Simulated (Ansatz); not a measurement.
With PBE+D3(BJ) in the plane-wave PAW code Ansatz, SiC12 in the hexagonal phase (P6/mmm; C on 12n, Si on 1b) relaxes to a = 4.267 Å, c = 8.877 Å. C has 3 nearest neighbours from 1.42 Å (trigonal planar). Its formation energy from the elements is 0.30 eV/atom, with no fitted shifts.

Electronic character: metallic (no gap).

The start of the workflow was typed in or built on a structure type; neither database checked (COD, Materials Project) lists it. Whether it is the stable phase at ambient conditions was not checked. The PBE+D3(BJ) relaxation kept the symmetry of its start; whether a distortion lowers the energy is not shown. Its formation energy is positive at this level, so the cell may be metastable or incomplete. The references are the lowest solids computed at this level, not always the standard phases.

Potentials: the earlier of the program's two PAW sets.
